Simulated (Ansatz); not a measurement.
How the field gradients follow the size of the cell in PtSe₂

Reference cell: a COD entry, its atoms then relaxed with PBE in this cell.

```
Pt Se
1.0
     3.72780    0.00000    0.00000
    -1.86390    3.22837    0.00000
     0.00000    0.00000    5.03130
Pt Se
1 2
Direct
  0.00000 0.00000 0.00000
  0.33333 0.66667 0.26021
  0.66667 0.33333 0.73979
```

Atoms are numbered from 1 in the order listed; like atoms form one site, named after its first atom.

Computed with Ansatz: DFT, PBE, plane waves and PAW, scalar-relativistic, 420 eV cutoff, Γ-centred 14×14×9 k-points, Fermi–Dirac smearing 0.05 eV.

The cell is scaled uniformly, and the ions relax again at each size.

| V/V₀ | Pt V_zz (η) | Se V_zz (η) |
| --- | --- | --- |
| 0.94 | 10.15 (0.00) | -0.52 (0.00) |
| 0.96 | 9.79 (0.00) | -1.38 (0.00) |
| 0.98 | ? | ? |
| 1.00 | 8.76 (0.00) | -2.94 (0.00) |
| 1.02 | 8.15 (0.00) | -3.71 (0.00) |
| 1.04 | 7.51 (0.00) | -4.53 (0.00) |
| 1.06 | 6.82 (0.00) | -5.27 (0.00) |

Problem. Fill in the row for V/V₀ = 0.98 (V_zz in 10²¹ V/m²).

Solution. Pt: 9.31 (0.00), Se: -2.17 (0.00). Worked for Pt: a power law through the other 6 rows, |V_zz| = 8.51 × (V/V₀)^-3.27, gives 9.09 at V/V₀ = 0.98, against 9.31 from the run (-2.3 %). Logarithmic slopes d ln|V_zz|/d ln V over the series: Pt -3.3, Se 17.7. Point charges on a uniformly scaled lattice would give −1; atoms that shift within the cell as it changes, and charge that moves in the bonds, make the difference.

No dispersion correction is included, which matters between the layers of this solid.

At this cell the principal stresses reach 5 GPa in size with PBE, which can matter for small gradients. The run finds no gap above 0.1 eV (a metal, or nearly one), so the gradients can move by 10 % or more with the k-mesh. Spin–orbit coupling is left out, which shifts gradients on Pt by a few per cent in wide-gap crystals, and can shift them far more where the calculated gap is small or absent, as here.
